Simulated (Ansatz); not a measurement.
BeSe (zinc blende, F-43m), the program Ansatz at the PBE level (PAW), all energies at zero smearing, with the estimated change up to a 700 eV cutoff added, with one set of potentials and settings (totals compare only within such a set). Cell of 2 atoms (1 Se, 1 Be): -5563.438 eV.

| element | reference phase | E (eV/atom) |
|---|---|---|
| Se | P3_121, 3 atoms in the cell | -5469.0798 |
| Be | P6_3/mmc, 2 atoms in the cell | -92.7620 |

Formation energy per atom, worked out: (-5563.438 − 1×(-5469.0798) − 1×(-92.7620))/2 = -0.798 eV/atom (-77 kJ per mol of atoms), at 0 K, without zero-point energy or fitted corrections.

Symmetry was held in the PBE relaxation; phonons on a q-mesh show no instability. The references are the lowest solids computed at this level, not always the standard phases.

Potentials: the later of the program's two PAW sets.
